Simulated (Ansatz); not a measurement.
What a trial cell of GaO2 relaxes into

Computed with Ansatz 0.2.0, DFT PBE, scalar-relativistic, plane waves, PAW. Cutoff 420 eV, Gaussian smearing, Γ-centred meshes. Cell and atoms relax first on a coarse mesh and then on a finer one. In between, the cell is made exact in the group found at 0.06 Å. In metals the finer mesh still leaves noise of several meV/atom or more. The steps can't lower the symmetry of their start. Collinear spin is switched on along the way, since trial moments persisted in a coarse test.

A trial structure of GaO2 was built thus: 4-connected net, bridging atoms on its edges (P6_3/mmc, No. 194). Lengths were set from tabulated atomic sizes, so they are only a guess.

```cif
data_structure
_symmetry_space_group_name_H-M 'P6_3/mmc'
_symmetry_Int_Tables_number 194
_cell_length_a 5.5709
_cell_length_b 5.5709
_cell_length_c 9.0972
_cell_angle_alpha 90.000
_cell_angle_beta 90.000
_cell_angle_gamma 120.000
_cell_volume 244.50
loop_
_atom_site_label
_atom_site_type_symbol
_atom_site_symmetry_multiplicity
_atom_site_Wyckoff_symbol
_atom_site_fract_x
_atom_site_fract_y
_atom_site_fract_z
_atom_site_occupancy
Ga1 Ga 4 f 0.33333 0.66667 0.93750 1
O1 O 6 g 0.00000 0.50000 0.00000 1
O2 O 2 d 0.33333 0.66667 0.75000 1
```

Formation energies are uncorrected and refer to the elements' standard structures at the same level (O₂ as a molecule).

Question: What does it relax into?

Answer: The symmetry stays P6_3/mmc (No. 194). The volume per atom grows by 22.9 %, from 20.4 to 25.1 Å³. The shortest distance goes from 1.71 Å (Ga–O) to 1.83 Å (Ga–O). The energy falls by about 0.26 eV/atom (the start's value is from the coarse mesh). Conventional cell: a = 5.964 Å, c = 9.759 Å. Around Ga lie 4 O at 1.83 Å; O on a site of symmetry 2/m is surrounded by 2 Ga at 1.83 Å; O on a site of symmetry -6m2 is surrounded by 2 Ga at 1.83 Å.

```
Ga O
1.0
     5.96405    0.00000    0.00000
    -2.98202    5.16502    0.00000
     0.00000    0.00000    9.75889
Ga O
4 8
Direct
  0.33333 0.66667 0.93721
  0.66667 0.33333 0.43721
  0.66667 0.33333 0.06279
  0.33333 0.66667 0.56279
  0.00000 0.50000 0.00000
  0.50000 0.50000 0.00000
  0.50000 0.00000 0.00000
  0.33333 0.66667 0.75000
  0.66667 0.33333 0.25000
  0.50000 0.00000 0.50000
  0.50000 0.50000 0.50000
  0.00000 0.50000 0.50000
```

Question: Give its energy and gap.

Answer: The formation energy is −0.90 eV/atom and the gap on the 6×6×4 mesh of the 12-atom cell is 0 eV (a metal). The net moment per atom is 0.33 μB. The moment by site is O 0.4 (×8) μB.

It lies below the elements, which doesn't yet make it stable against other compounds or structures.

The last run used collinear spin and Gaussian smearing of 0.10 eV. The magnetic state reached may not be the lowest. Symmetry constrained the relaxation, so the result can be a saddle point. In all, the 3 runs took 12 min on 1 thread of Arm Neoverse V1, on a shared host. Site moments count only spheres around the atoms; the net moment includes the space between them.
